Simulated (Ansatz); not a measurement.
# Relaxing a structure of La2O3

The start is a relaxed La2O3 cell, doubled along one cell vector, shaken by Gaussian noise of σ = 0.08 Å a coordinate. The cell and all atomic positions are relaxed at zero pressure with r2SCAN (plane waves to 500 eV, PAW, scalar-relativistic; Ansatz, an electronic-structure program). The first steps use a coarse 7×4×4 k-mesh.

Input geometry:
```
La2O3
1.0
    3.93526     0.00000     0.00000
   -3.93526     6.81607     0.00000
    0.00000     0.00000     6.12551
La O
4 6
Direct
  0.37463   0.35511   0.74256
  0.30706   0.81174   0.73443
  0.68150   0.15589   0.25745
  0.58873   0.64892   0.25731
  0.05718   0.00592   0.50489
  0.01772   0.51407   0.50775
  0.70492   0.17846   0.84859
  0.62898   0.65216   0.83469
  0.33344   0.33525   0.13972
  0.34342   0.82558   0.13301
```

**Question.** How large is the pressure on the unrelaxed cell, and of which sign?

**Answer.** +3.0 GPa (positive: the cell is compressed).

**Question.** Is the parent structure recovered?

**Answer.** It relaxes back to the parent, P-3m1 (No. 164).

**Question.** What band gap does the relaxed structure have at this level?

**Answer.** 4.23 eV, indirect (valence top at L, conduction bottom at K) (no spin-orbit coupling).

Relaxed structure:

```cif
data_La2O3
_chemical_formula_sum 'La2 O3'
_space_group_name_H-M_alt 'P-3m1'
_space_group_IT_number 164
_space_group_name_Hall '-P 3 2"'
_cell_length_a 3.93515
_cell_length_b 3.93515
_cell_length_c 6.12581
_cell_angle_alpha 90.000
_cell_angle_beta 90.000
_cell_angle_gamma 120.000
loop_
_atom_site_label
_atom_site_type_symbol
_atom_site_symmetry_multiplicity
_atom_site_Wyckoff_symbol
_atom_site_fract_x
_atom_site_fract_y
_atom_site_fract_z
_atom_site_occupancy
La1 La 2 d 0.33333 0.66667 0.25388 1
O1 O 1 b 0.00000 0.00000 0.50000 1
O2 O 2 d 0.66667 0.33333 0.14612 1
```

Final values are on a 10×10×6 k-mesh of the relaxed cell. No spin polarisation in the result.

The first start was generated by placing the elements on the sites of a structure type. Materials Project lists a structure of La2O3 in the same space group, P-3m1 (No. 164); the sites were not compared with it, nor with measured phases.
